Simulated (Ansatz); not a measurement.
One crystal and one scan (scan of one atom of the cell) at two levels, PBE (plane waves to 420 eV, PAW, scalar-relativistic; Ansatz, a first-principles code) and r2SCAN (plane waves to 500 eV, PAW, scalar-relativistic; Ansatz), each from its own relaxed cell and on its own mesh. The cell shown is that of PBE.

Tl (hcp, Mg type)

```yaml
crystal:
  lattice:
    - [7.21499, 0.00000, 0.00000]
    - [-1.80375, 3.12418, 0.00000]
    - [0.00000, 0.00000, 5.57674]
  atoms:
    - { symbol: Tl, position: [0.16667, 0.66667, 0.75000] }
    - { symbol: Tl, position: [0.66667, 0.66667, 0.75000] }
    - { symbol: Tl, position: [0.33333, 0.33333, 0.25000] }
    - { symbol: Tl, position: [0.83333, 0.33333, 0.25000] }
```

In this cell atom 1 (Tl, nearest neighbour Tl at 3.480 Å; its periodic images, 3.6 Å or more away, move with it) is moved by s along Cartesian z, unit vector (0.000, 0.000, 1.000); all other atoms and the cell stay fixed.

E stands for the smeared free energy. Spin-orbit coupling is left out, though Tl is heavy. The PAW data are Ansatz's earlier set. Tl was relaxed with its symmetry unable to fall. With partly filled bands, energies and forces of such displacements shift with the k mesh and the smearing. Percentages come from the unrounded values. Both scans cover s from -0.350 to 0.350 Å.

Results of PBE:

| Quantity | Result |
|---|---|
| Lattice constant a (Å) | 3.607 |
| Lattice constant c (Å) | 5.577 |
| Relaxed volume (Å³/atom) | 31.43 |
| Force along the line at s = -0.350 Å (eV/Å) | 0.775 |
| Force constant k = d²E/ds² at s = 0 (finite differences) (eV/Å²) | 2.12 |
| Symmetry of the curve | even: the same for both signs |
| Shape of the curve | a single well with its minimum at or next to zero displacement |

Problem. Estimate the r2SCAN values.

Solution. 
```csv
quantity,r2SCAN,PBE − r2SCAN
Lattice constant a (Å),3.521,+0.086 (+2.5 %)
Lattice constant c (Å),5.603,-0.026 (-0.5 %)
Relaxed volume (Å³/atom),30.07,+1.36 (+4.5 %)
Force along the line at s = -0.350 Å (eV/Å),0.770,+0.005 (+0.7 %)
Force constant k = d²E/ds² at s = 0 (finite differences) (eV/Å²),2.10,+0.02 (+1 %)
```

PBE gives the higher value for: lattice constant a; relaxed volume. PBE gives the lower value for: lattice constant c. They agree on: force along the line at s = -0.350 Å (within 1.5 %); force constant k = d²E/ds² at s = 0 (within 1.5 %). Both give the same symmetry of the curve: even: the same for both signs. Neither level is exact: the differences show how much the result hangs on the functional.

(For displaced atoms, the force is minus the slope of the energy, and its curvature is a force constant, which sets phonon frequencies.)
